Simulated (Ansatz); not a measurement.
A sound run on TiNi (Pm-3m), start Ti1↑ Ni2↓ (DFT, r2SCAN, PAW with Ansatz's default frozen-core files, scalar-relativistic (Ansatz 0.2.0)):

```yaml
crystal:
  lattice:
    - [2.98806613, 0.0, 0.0]
    - [0.0, 2.98806613, 0.0]
    - [0.0, 0.0, 2.98806613]
  atoms:
    - { symbol: Ti, position: [0.5, 0.5, 0.5], spin: 1.0 }
    - { symbol: Ni, position: [0.0, 0.0, 0.0], spin: -1.5 }
magnetization:
  spin_polarized: true
kpoints:
  mp_grid: { grid: [11, 11, 11] }
scf:
  occupations: { method: fermi_dirac, width: 0.05 }
  lower_state_search: "off"
hamiltonian:
  xc: r2scan
  pseudopotentials: { kind: paw }
output:
  forces: true
  stress: true
  eigenvalues: true
  populations: true
  write_density: true
  write_potential: true
  elf: true
  volumetric_format: npy
```

It converged in 28 iterations. The moments died out: the run ends unmagnetised. Pressure 0.25 GPa.

The input is then changed, output keys apart:

```diff
-  xc: r2scan
+  xc: pbesol
+basis:
+  ecutwfc: "200 eV"
```

**Question.** What does the program do with it?

**Answer.** The calculation finished and met its thresholds. Free energy -8258.2584 eV against -8350.3419 eV (not comparable, since the functional, the files or the filling changed), cell moment 0.00 μB, pressure -9.37 GPa. These settings were drawn wide on purpose, so the numbers show their effect and aren't offered as converged values.
```
Warning: basis.ecutwfc = 200 eV is below the records' recommended 420 eV, and the density's cutoff is lower with it unless basis.ecutrho_ratio is high enough to keep the records' density cutoff: compare with a run at a higher cutoff
Engine: ansatz 0.2.0
Pseudopotentials: kind: paw
Pseudopotential: Ti, paw, valence charge 12, recommended cutoff 420 eV (normal), Ti.paw.azcp
Pseudopotential: Ni, paw, valence charge 18, recommended cutoff 420 eV (normal), Ni.paw.azcp
Functional definition: PBEsol
  exchange = pbesol_x
  correlation = pbesol_c
Crystal: 2 atoms, lattice volume = 26.679 Å³
Basis set: ecut = 200 eV, 171 PW (Γ), exchange–correlation on 30×30×30 points (8 copies of the dense FFT grid, shifted against one another)
Bands: 21, of which v1, the nominal top of the filled ones, is band 15 counted from 1 (14 counted from 0)
Symmetry: 48 space group operations
Space group: Pm-3m (ITA 221), of the structure as read, at distance tolerance 3.0e-5 Å
Magnetic group: BNS 221.92 (UNI 1594), of the structure as read, at distance tolerance 3.0e-5 Å
k-points: 56 of 1331
Non-local potential: Ti, projectors of the file, l = 0: 3, l = 1: 2, l = 2: 3, l = 3: 1
Non-local potential: Ni, projectors of the file, l = 0: 3, l = 1: 2, l = 2: 3, l = 3: 1
PAW form: soft (Blöchl's): semilocal exchange-correlation on the pseudo side does not see the compensation charge
[...]
  atom   1  Ti     0.00000000    -0.00000000    -0.00000000
  atom   2  Ni    -0.00000000    -0.00000000    -0.00000000
  max |Σ_I F_I| component: 5.08e-29 eV/Å
--- Stress (GPa, compression-positive) ---
       -9.368432       0.000000       0.000000
       -0.000000      -9.368432       0.000000
        0.000000       0.000000      -9.368432
  P = ⅓ Tr σ = -9.3684 GPa (-93.684 kbar)
--- Band table (eV; the first three rows and the last of 112) ---
  k-point 0 ↑: bands = ["-89.1214", "-48.7982", "-48.7982", "-48.7982", "-42.7033", "-18.1917", "-18.1917", "-18.1917", "8.4461", "12.0831", "12.0831", "14.6496", "14.6496", "14.6496", "16.0273", "16.0273", "18.6607", "18.6607", "18.6607", "25.3901", "25.3901"]
  k-point 1 ↑: bands = ["-89.1389", "-48.8707", "-48.8707", "-48.8589", "-42.7016", "-18.2657", "-18.2526", "-18.2526", "8.6071", "12.1436", "12.1481", "14.3416", "14.3461", "14.3461", "15.9798", "16.0635", "18.3719", "18.3719", "18.5054", "24.5547", "25.7190"]
  k-point 2 ↑: bands = ["-89.1081", "-48.8374", "-48.8374", "-48.6469", "-42.6945", "-18.2242", "-18.2242", "-18.1668", "9.0852", "12.3359", "12.7679", "14.3792", "14.4247", "14.4247", "15.8425", "16.1539", "18.0863", "18.0863", "18.4749", "22.9310", "26.6853"]
  k-point 55 ↓: bands = ["-89.0891", "-48.6004", "-48.6004", "-48.5997", "-42.6207", "-18.2917", "-18.2917", "-18.2871", "13.4328", "13.4845", "13.4845", "14.0832", "14.1822", "14.1822", "15.6930", "15.6930", "19.7436", "19.7436", "22.9602", "23.3510", "24.0905"]
--- Löwdin populations: 2 sites ---
  site symbol       q [e]    m [muB]
     0     Ti     11.7875    -0.0000
     1     Ni     17.9672    -0.0000
  spilling = 0.008174 (of n_electrons = 30.000000)
```
